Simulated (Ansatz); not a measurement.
ZnO in space group P4/nmm (No. 129; Zn on 2c, O on 2a), LDA (plane waves, PAW; program Ansatz), all energies at zero smearing, with the estimated change up to a 700 eV cutoff added, with one set of potentials and settings (totals compare only within such a set). Cell of 4 atoms (2 Zn, 2 O): -7602.135 eV.

| element | reference phase | E (eV/atom) |
|---|---|---|
| Zn | P6_3/mmc, 2 atoms in the cell | -3246.2618 |
| O | C2/m, 4 atoms in the cell, spin-polarised | -552.6518 |

Formation energy per atom, worked out: (-7602.135 − 2×(-3246.2618) − 2×(-552.6518))/4 = -1.077 eV/atom (-104 kJ per mol of atoms), at 0 K, without zero-point energy or fitted corrections.

The cell is a constructed one: a structure type filled with these elements; neither database checked (COD, Materials Project) lists it. It is not the phase usual at ambient conditions (space group No. 186). The LDA relaxation kept the symmetry of its start. At this level the phase is dynamically unstable (imaginary phonons). A crystal of weakly bound layers computed without a dispersion correction: the cell and the soft elastic constants depend strongly on that. The references are the lowest solids computed at this level, not always the standard phases (solids in place of the gases).

Potentials: the later of the program's two PAW sets.
